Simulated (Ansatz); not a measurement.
input.yaml

```yaml
crystal:
  lattice:
    - [5.6653313018, 0.0, 0.0]
    - [0.0, 5.8038113749, 0.0]
    - [0.0, 0.0, 26.2002561044]
  atoms:
    - { symbol: Ge, position: [0.300719463, -0.0001021407, 0.5974666001] }
    - { symbol: H, position: [0.748858059, -0.2658217857, 0.5769787749] }
    - { symbol: H, position: [0.7492160029, 0.2651146384, 0.5769781401] }
    - { symbol: H, position: [0.2655083125, 5.72999e-05, 0.6560541904] }
    - { symbol: H, position: [-0.0120024678, 6.43492e-05, 0.5770443566] }
basis:
  ecutwfc: 420
kpoints:
  mp_grid: { grid: [4, 3, 1] }
hamiltonian:
  xc: pbe
  dispersion: d3bj
scf:
  occupations: { method: gaussian, width: 0.1 }
output:
  forces: true
  eigenvalues: true
  write_density: true
  volumetric_format: npy
efield:
  axis: 3
  dipole_correction: true
  ramp_width: 0.04
```

Run as
```bash
ansatz run input.yaml --threads 4 --pin off --max-ram 10240MiB --backend cpu --events-out ev --progress --plain --runs-dir out
```

The calculation used DFT PBE+D3(BJ), scalar-relativistic, plane waves, PAW (Ansatz).

Abridged output (iterations and final results):

```
SCF iter   1: F=—  HF=-4351.530798 eV  |F-HF|=—  |Δ(HF+E_count)|=         —  Δρ=1.76e-3  dr2=5.02e-2  ethr=1.77e-3  p=0.036 e·Å  D=7.63e-3 V/Å  ΔV_dip=-0.20 eV  dr2_dipole=4.93e-4  V_vac-E_F(+/−)=5.56/5.76 eV  ⟨swp⟩=7.0  Hψ=676  notcnv=0
efield: sawtooth ramp at fractional position 0.0965 (placed from the atoms, in the widest stretch of the axis that holds none; the zero of the levels goes with the place), width 0.0400; the density the first Hamiltonian is built on has a dipole p = 0.036 e·Å; the dipole correction subtracts the counter field D = 7.63e-3 V/Å, which shifts the + side's vacuum level by -0.20 eV against the − side's; the planar-averaged density in the ramp window peaks in size at 3.0e-6 e/Å³
SCF iter   2: F=—  HF=-4351.533683 eV  |F-HF|=—  |Δ(HF+E_count)|=   2.89e-3  Δρ=6.82e-4  dr2=5.22e-3  ethr=2.79e-4  p=0.075 e·Å  D=1.57e-2 V/Å  ΔV_dip=-0.41 eV  dr2_dipole=2.49e-5  V_vac-E_F(+/−)=5.43/5.84 eV  ⟨swp⟩=2.3  Hψ=216  notcnv=0  defer=4
SCF iter   3: F=—  HF=-4351.533643 eV  |F-HF|=—  |Δ(HF+E_count)|=   4.06e-5  Δρ=2.22e-4  dr2=5.47e-4  ethr=2.90e-5  p=0.080 e·Å  D=1.68e-2 V/Å  ΔV_dip=-0.44 eV  dr2_dipole=1.47e-6  V_vac-E_F(+/−)=5.40/5.84 eV  ⟨swp⟩=3.0  Hψ=174  notcnv=0  defer=4
SCF iter   4: F=—  HF=-4351.533680 eV  |F-HF|=—  |Δ(HF+E_count)|=   3.77e-5  Δρ=1.22e-4  dr2=1.80e-4  ethr=3.04e-6  p=0.077 e·Å  D=1.62e-2 V/Å  ΔV_dip=-0.42 eV  dr2_dipole=3.25e-7  V_vac-E_F(+/−)=5.40/5.83 eV  ⟨swp⟩=2.4  Hψ=146  notcnv=0  defer=4
SCF iter   5: F=—  HF=-4351.533653 eV  |F-HF|=—  |Δ(HF+E_count)|=   2.71e-5  Δρ=3.51e-5  dr2=1.32e-5  ethr=9.99e-7  p=0.078 e·Å  D=1.63e-2 V/Å  ΔV_dip=-0.43 eV  dr2_dipole=2.72e-8  V_vac-E_F(+/−)=5.40/5.83 eV  ⟨swp⟩=2.0  Hψ=136  notcnv=0  defer=4
SCF iter   6: F=—  HF=-4351.533667 eV  |F-HF|=—  |Δ(HF+E_count)|=   1.37e-5  Δρ=1.13e-5  dr2=1.09e-6  ethr=7.32e-8  p=0.078 e·Å  D=1.64e-2 V/Å  ΔV_dip=-0.43 eV  dr2_dipole=3.70e-9  V_vac-E_F(+/−)=5.40/5.83 eV  ⟨swp⟩=2.6  Hψ=156  notcnv=0  defer=4
SCF iter   7: F=—  HF=-4351.533668 eV  |F-HF|=—  |Δ(HF+E_count)|=   1.06e-6  Δρ=3.35e-6  dr2=1.05e-7  ethr=6.06e-9  p=0.078 e·Å  D=1.64e-2 V/Å  ΔV_dip=-0.43 eV  dr2_dipole=1.13e-9  V_vac-E_F(+/−)=5.40/5.83 eV  ⟨swp⟩=2.0  Hψ=110  notcnv=0  defer=4
SCF iter   8: F=-4351.533668 eV  HF=-4351.533668 eV  |F-HF|=3.74e-8  |Δ(HF+E_count)|=   1.00e-7  Δρ=8.17e-7  dr2=5.48e-9  ethr=5.56e-10  p=0.078 e·Å  D=1.64e-2 V/Å  ΔV_dip=-0.43 eV  dr2_dipole=6.29e-14  V_vac-E_F(+/−)=5.40/5.83 eV  ⟨swp⟩=13.1  Hψ=478  notcnv=0
SCF 1 converged in 8 iterations: F = -4351.533668 eV  dr2 = 5.48e-9
SCF converged after 8 iterations
Free energy (F): -4351.533668 eV
Harris-Foulkes:  -4351.533668 eV  (|F-HF|=3.74e-8)
Internal energy: -4351.524456 eV  (E = F + TS)
E sigma→0 (E₀):  -4351.529062 eV
Entropy (-TS):   -0.009212 eV (-1.842 meV/atom)
Fermi energy:    -5.125599 eV
Dipole field:    D = 0.016358 V/Å  (p = 0.077877 e·Å, saw-weighted, corrected)
Work function:   Φ+ = 5.3981 eV   Φ− = 5.8267 eV
Levels:          The Fermi level and band energies are counted from a zero that moves with the ramp; work functions are not
--- Per-component energies (eV) ---
  E_band       = -363.452610
  E_kinetic    = 150.980190
  E_local      = -6689.231848  (includes V_loc(G=0)·N_el)
  E_nonlocal   = 419.984758
  E_hartree    = 3081.319755
  E_xc         = -103.078033
  E_vxc        = -99.511070  (∫ρ·V_xc dr)
  E_paw        = -2017.942950  (= ΣΔE_a)
  E_vpaw       = -308.461529  (= ΣTr[D̂ρ^β])
  E_aug_tail   = -0.003697  (compensation charges beyond the density's cutoff)
  E_efield     = 0.000637  (sawtooth field / dipole correction)
  E_vefield    = 0.149436  (∫n·V_field dr)
  E_ewald      = 806.577015
  E_disp       = -0.130282  (pairwise vdW)
  E_smearing   = -0.009212  (= −TS)
--- Forces (eV/Å), atoms counted from 1 ---
  atom   1  Ge     0.00220645    -0.00034648    -1.31597125
  atom   2  H     -0.17139522     0.32891591     0.20564323
  atom   3  H     -0.16677564    -0.33288065     0.20547294
  atom   4  H     -0.05093120     0.00015631     0.68050557
  atom   5  H      0.38689460     0.00415612     0.22432432
--- Band table (eV; the first three rows and the last of 7) ---
  k-point 0: bands = ["-29.7184", "-29.6692", "-29.5867", "-29.4571", "-29.4164", "-13.3204", "-8.1892", "-6.0272", "-5.9333", "-5.1995", "-3.0924", "-0.6170", "-0.2880", "-0.0790"]
  k-point 1: bands = ["-29.7184", "-29.6692", "-29.5867", "-29.4571", "-29.4164", "-13.3097", "-8.1385", "-6.0908", "-5.9863", "-5.2504", "-3.4211", "-0.0336", "0.1059", "0.3352"]
  k-point 2: bands = ["-29.7184", "-29.6692", "-29.5867", "-29.4571", "-29.4164", "-13.2902", "-8.2899", "-6.8659", "-5.0399", "-4.7904", "-3.4134", "-0.5800", "-0.1501", "0.2601"]
  k-point 6: bands = ["-29.7183", "-29.6692", "-29.5867", "-29.4571", "-29.4164", "-13.2507", "-8.3307", "-7.0142", "-5.6268", "-4.1289", "-3.5078", "-0.4062", "0.3861", "1.2812"]
```

The run converged.

It took 6 s on 4 threads of Intel(R) Xeon(R) Processor @ 2.50GHz (Skylake/Cascade Lake) (shared host), peak memory 0.82 GiB.